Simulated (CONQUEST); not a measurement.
Set-up for a self-consistent single point of Ir (Fm-3m, 4 atoms in the cell; from Materials Project mp-101, changed as shown).

```yaml
crystal:
  lattice:
    - [3.77685, 0.00000, 0.00000]
    - [0.00000, 3.77685, 0.00000]
    - [0.00000, 0.00000, 3.77685]
  atoms:
    - { symbol: Ir, position: [0.00000, 0.00000, 0.00000] }
    - { symbol: Ir, position: [0.00000, 0.50000, 0.50000] }
    - { symbol: Ir, position: [0.50000, 0.00000, 0.50000] }
    - { symbol: Ir, position: [0.50000, 0.50000, 0.00000] }
```

All values come from this method and carry its errors: PBE, numerical atomic orbitals double-zeta with polarisation (the shipped basis), PseudoDojo norm-conserving potentials made for PBE (CONQUEST).

CONQUEST settings:

- basis = DZP
- Diag.MPMeshX, Y, Z = 8 8 8
- potentials = PseudoDojo norm-conserving PBE
- Grid.GridCutoff = 140 Ha
- DM.SolutionMethod = diagon
- Diag.kT = 0.003675 Ha
- Diag.GammaCentred = true
- minE.SCTolerance = 1.0e-06
- SC.MaxIters = 100
- SC.LinearMixingFactor = 0.3
- SC.KerkerPreCondition = true
- SC.KerkerFactor = 0.5 1/bohr
- AtomMove.TypeOfRun = static

Results:

* **Number of valence electrons**: 68
* **Number of bands**: 76
* **Number of k-points after the program's reduction**: 341
* **Size of the basis**: 76
* **Number of SCF iterations**: 12
* **FFT grid**: 40 × 40 × 40
* **Free energy E − TS**: -12532.6740 eV
* **Fermi level (on the code's own zero)**: -5.76 eV
* **Pressure**: 40.25 GPa

For comparison: a first run was changed to give this one (lattice scaled by 0.98), and from it to this one the free energy rises by 131 meV/atom and the pressure goes from 11.83 to 40.25 GPa.

The program uses no crystal symmetry, so grid and mesh can part values that symmetry would make equal. The atom-centred basis is finite, which shifts total energies and pressures against plane waves. The structure comes from a collection of computed structures, made at another level of theory; the collection holds predicted forms beside known ones. At this pressure the cell is far from its equilibrium volume at this level.

Cost on one core: very roughly 8 core-minutes.
